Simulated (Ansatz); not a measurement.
AlMo₂C:
```cif
data_C2Al2Mo4
_chemical_formula_sum 'Al2 Mo4 C2'
_space_group_name_H-M_alt 'P63/mmc'
_space_group_IT_number 194
_space_group_name_Hall '-P 6c 2c'
_cell_length_a 2.99650
_cell_length_b 2.99650
_cell_length_c 13.39945
_cell_angle_alpha 90.000
_cell_angle_beta 90.000
_cell_angle_gamma 120.000
loop_
_atom_site_label
_atom_site_type_symbol
_atom_site_symmetry_multiplicity
_atom_site_Wyckoff_symbol
_atom_site_fract_x
_atom_site_fract_y
_atom_site_fract_z
_atom_site_occupancy
Al1 Al 2 d 0.66667 0.33333 0.25000 1
Mo1 Mo 4 f 0.33333 0.66667 0.08903 1
C1 C 2 a 0.00000 0.00000 0.00000 1
```

Relaxed with PBEsol.

**Question.** Decompose the optical modes at the zone centre into irreducible representations, and say which are infrared and Raman allowed.

**Answer.** Point group 6/mmm: Γ_opt = A1g + 2A2u + 2B1g + 2B2u + E1g + 2E1u + 2E2g + 2E2u. Infrared: A2u, E1u. Raman: A1g, E1g, E2g.

**Question.** Assign frequencies (DFPT, plane-wave PAW PBEsol (Ansatz code)).

**Answer.** E2u 78, B2u 124, E2g 150, E1g 173, E1u 183, E2g 197, B1g 218, A1g 253, A2u 341, B1g 344, E1u 574, E2u 575, A2u 670, B2u 671 cm⁻¹.

Subscripts of B labels follow the axes of the standard setting.

Space group P6_3/mmc. The start of the workflow was typed in or built on a structure type; neither database checked (COD, Materials Project) lists it. Whether it is the stable phase at ambient conditions was not checked. Symmetry was held in the PBEsol relaxation; whether a distortion lowers the energy is not shown. No spin polarisation was allowed. As this level gives no gap, phonon frequencies hold no LO–TO term and depend on the k-mesh and smearing (Fermi–Dirac, 0.1 eV here).

Potentials: the earlier of the program's two PAW sets. The files were generated under PBE; for other functionals the program regenerates the frozen cores, and for LDA and PBEsol the local potential too.
